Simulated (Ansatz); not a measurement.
# KMgF3: one input, then a changed one

The cell is COD entry 9006363, as deposited and not checked against the literature; nothing was relaxed.

First run: DFT, PBE, PAW with Ansatz's default frozen-core files, scalar-relativistic (Ansatz 0.2.0).

Command: `ansatz run input.yaml --threads 2 --pin off --max-ram 6144MiB --backend cpu --events-out ev --progress --plain --runs-dir out` The run took about 15 s on 2 threads of a shared machine.

```yaml
crystal:
  lattice:
    - [3.9859, 0.0, 0.0]
    - [0.0, 3.9859, 0.0]
    - [0.0, 0.0, 3.9859]
  atoms:
    - { symbol: K, position: [0.5, 0.5, 0.5] }
    - { symbol: Mg, position: [0.0, 0.0, 0.0] }
    - { symbol: F, position: [0.5, 0.0, 0.0] }
    - { symbol: F, position: [0.0, 0.5, 0.0] }
    - { symbol: F, position: [0.0, 0.0, 0.5] }
kpoints:
  mp_grid: { grid: [6, 6, 6] }
  band_path:
    path:
      - [0.0, 0.0, 0.0]
      - [0.0, 0.5, 0.0]
      - [0.5, 0.5, 0.0]
      - [0.0, 0.0, 0.0]
      - [0.5, 0.5, 0.5]
      - [0.0, 0.5, 0.0]
      - [0.5, 0.5, 0.5]
      - [0.5, 0.5, 0.0]
    npoints: 14
scf:
  occupations: { method: fermi_dirac, width: 0.03 }
hamiltonian:
  xc: pbe
  pseudopotentials: { kind: paw }
output:
  forces: true
  stress: true
  eigenvalues: true
  efg: { contact_densities: true }
  populations: true
  bader: true
  dos: { projected: true, de: 0.2, e_range: [-14, 8] }
  write_density: true
  write_potential: true
  elf: true
  volumetric_format: npy
```

Result: converged; pressure 3.78 GPa; gap on the k mesh 7.33 eV; 6 SCF iterations.

The input is then changed:

```diff
@@ -11,5 +11,5 @@
     - { symbol: F, position: [0.0, 0.0, 0.5] }
 kpoints:
-  mp_grid: { grid: [6, 6, 6] }
+  mp_grid: { grid: [3, 3, 3], shift: [0.5, 0.5, 0.5] }
   band_path:
     path:
@@ -34,9 +34,3 @@
   efg: { contact_densities: true }
   populations: true
-  bader: true
-  dos: { projected: true, de: 0.2, e_range: [-14, 8] }
-  write_density: true
-  write_potential: true
-  elf: true
-  volumetric_format: npy
```

What does the second run give?

It converged; energy at zero smearing -0.2 meV/atom from the first run; pressure 3.78 GPa; gap on the k mesh 8.61 eV (the mesh can miss the band edges); 6 SCF iterations. Some of these settings are too coarse for converged properties.
